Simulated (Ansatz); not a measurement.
Ta, DFT, LDA, all-electron PAW with datasets made for the crystal, scalar-relativistic (Ansatz 0.2.0), on 1 thread of Arm Neoverse V1 (shared host).

Command: `ansatz run input.yaml --threads 1 --pin off --max-ram 3072MiB --backend cpu --events-out ev --progress --plain --runs-dir out`

```yaml
crystal:
  lattice:
    - [-1.6264959672, 1.6264959672, 1.6264959672]
    - [1.6264959672, -1.6264959672, 1.6264959672]
    - [1.6264959672, 1.6264959672, -1.6264959672]
  atoms:
    - { symbol: Ta, position: [0.0, 0.0, 0.0] }
kpoints:
  mp_grid: { grid: [22, 22, 22] }
scf:
  occupations: { method: fermi_dirac, width: 0.05 }
hamiltonian:
  xc: lda
  pseudopotentials: { kind: all_electron, datasets: crystal }
output:
  forces: true
  stress: true
  eigenvalues: true
```

(1) How large is the problem that the program sets up?

(2) About how long does it take, and how much memory?

Answers

(1) 328 irreducible k-points, 141 plane waves at Γ, 11 bands.

(2) 29 s of wall time for 7 SCF iterations, with a peak of 0.7 GiB. Times on shared machines scatter by tens of per cent.
